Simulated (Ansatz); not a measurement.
**Structures of H₃Os: which is lowest?**

Plane-wave DFT in Ansatz with scalar-relativistic PAW potentials, cutoff 420 eV, Γ-centred meshes chosen by cell and gap, Gaussian smearing with energies taken to zero width. Every cell was relaxed (cell and atoms) in a run of its own, within the symmetry of its start. Functional: PBE.

Relaxed structures (starts from databases or built by putting these elements on another compound's sites):
A. P6_3/mmc, 8 atoms in the computed cell, a = 3.750 Å, c = 3.840 Å; sites (symmetry × multiplicity) H mm2 × 6, Os -6m2 × 2; start: built
B. Cm, 8 atoms in the computed cell, a = 10.609 Å, b = 2.915 Å, c = 3.550 Å, β = 93.1°; sites (symmetry × multiplicity) H m × 2 + m × 2 + m × 2 + m × 2 + m × 2 + m × 2, Os m × 2 + m × 2; start: built
C. Pm-3m, 4 atoms in the computed cell, a = 2.854 Å; sites (symmetry × multiplicity) H 4/mm.m × 3, Os m-3m × 1; start: built

**Question.** Rank them by energy. Could pressure change the order?

**Answer.**
```csv
structure,group,E − E(lowest) (meV/atom),V (Å³/atom),gap on mesh (eV)
B,Cm,0.0,6.85,0.00
C,Pm-3m,84,5.81,0.00
A,P6_3/mmc,144,5.84,0.00
```

B is lowest, 84 meV/atom under C. C is denser by 1.04 Å³/atom, so pressure favours it: ΔE/ΔV, with ΔE in eV and 1 eV/Å³ = 160.2 GPa, gives about 13 GPa for equal enthalpy if both cells were rigid, a rough figure since the two compress differently. Other structures may lie lower than all of these, and vibrations aren't counted.

Spin-orbit coupling is left out, which matters for the bands of heavy elements.